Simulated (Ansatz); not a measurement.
Starting cell, In2Si2O7 (space group C2/m):

```yaml
crystal:
  lattice:
    - [3.28273, -4.27851, 0.00000]
    - [3.28273, 4.27851, 0.00000]
    - [-1.01619, 0.00000, 4.57490]
  atoms:
    - { symbol: In, position: [0.30705, 0.69295, 0.00000] }
    - { symbol: In, position: [0.69295, 0.30705, 0.00000] }
    - { symbol: Si, position: [0.22283, 0.22283, 0.41060] }
    - { symbol: Si, position: [0.77717, 0.77717, 0.58940] }
    - { symbol: O, position: [0.92086, 0.60611, 0.78081] }
    - { symbol: O, position: [0.07914, 0.39389, 0.21919] }
    - { symbol: O, position: [0.39389, 0.07914, 0.21919] }
    - { symbol: O, position: [0.60611, 0.92086, 0.78081] }
    - { symbol: O, position: [0.00000, 0.00000, 0.50000] }
    - { symbol: O, position: [0.60697, 0.60697, 0.28170] }
    - { symbol: O, position: [0.39303, 0.39303, 0.71830] }
```

The atoms are displaced by Q × the pattern below (from a DFPT mode at Γ, largest move 1; Q in Å), at fixed cell.

```tsv
atom	x	y	z
In1	-0.008	0.000	0.000
In2	-0.008	0.000	0.000
Si3	-0.421	0.000	-0.117
Si4	-0.421	0.000	-0.117
O5	0.154	0.381	0.635
O6	0.154	0.381	0.635
O7	0.154	-0.381	0.635
O8	0.154	-0.381	0.635
O9	-0.449	0.000	-0.727
O10	0.711	0.000	-0.703
O11	0.711	0.000	-0.703
```

Calculation: LDA (plane waves to 420 eV, PAW, scalar-relativistic; Ansatz, an electronic-structure program). k mesh 5×5×6 (Γ-centred), Fermi-Dirac smearing 0.05 eV. Energies are smeared free energies. In2Si2O7 was relaxed with its symmetry unable to fall. ΔE is measured from the undisplaced structure.

Q: Give the computed ΔE (meV/cell) at Q (Å) = -0.180, -0.090, -0.060, 0.030, 0.120, 0.150.

A: 
```
Q (Å)   ΔE (meV/cell)
------  -------------
-0.180            619
-0.090            154
-0.060             68
0.030              17
0.120             274
0.150             429
```

(A displaced cell: forces are minus the slopes of the energy, force constants its curvatures, and phonons follow from these.)
